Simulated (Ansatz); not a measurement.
BeF₂:
Space group P3₁21 (No. 152); a = b = 4.7544 Å, c = 5.2037 Å, α = β = 90.00°, γ = 120.00°

| atom | site | symmetry | x | y | z |
|---|---|---|---|---|---|
| Be | 3a | .2. | 0.5304 | 0.5304 | 0.0000 |
| F | 6c | 1 | 0.4150 | 0.2682 | 0.2145 |

Relaxed with PBEsol. DFT-PBEsol in the program Ansatz with PAW potentials gives a gap of 8.38 eV.

Q: What gap does HSE06 give on the same cell (Ansatz, PAW)?

A: 10.73 eV, 2.34 eV more. The hybrid was solved on a coarser mesh and at special points; its gap is the smallest among all of these.

| k | v1 PBEsol | c1 PBEsol | v1 HSE06 | c1 HSE06 |
|---|---|---|---|---|
| Γ | -0.16 | 8.38 | -0.16 | 10.73 |
| A | -0.08 | 10.14 | ___ | ___ |
| K | 0.00 | 11.50 | ___ | ___ |
| H | -0.31 | 12.37 | -0.31 | 14.81 |
| M | -0.02 | 10.84 | ___ | ___ |
| L | -0.07 | 11.97 | ___ | ___ |

Q: Top valence (v1) and lowest conduction level (c1) in eV from each method's valence maximum (which need not be a listed point): supply the withheld HSE06 values.

A: 
- L, v1 HSE06: -0.07
- L, c1 HSE06: 14.42
- A, v1 HSE06: -0.08
- A, c1 HSE06: 12.52
- K, v1 HSE06: 0.00
- K, c1 HSE06: 13.97
- M, v1 HSE06: -0.03
- M, c1 HSE06: 13.29

Cost on shared cores: the PBEsol run (SCF on a 7×7×6 mesh, then bands and DOS) around 2.4 core-minutes (rough), the HSE06 run (SCF on 4×4×3, then a few points) about 2.5 core-minutes (a rough figure); the tasks are unlike.

Space group P3_121. The workflow started from a Materials Project entry (that database holds measured and hypothetical structures alike); the Crystallography Open Database files this formula in space group No. 152, but the cells were not matched. Its standing as an ambient phase is unchecked. The cell was relaxed with PBEsol under the symmetry of its start; whether a distortion lowers the energy is not shown.

Potentials: the later of the program's two PAW sets.
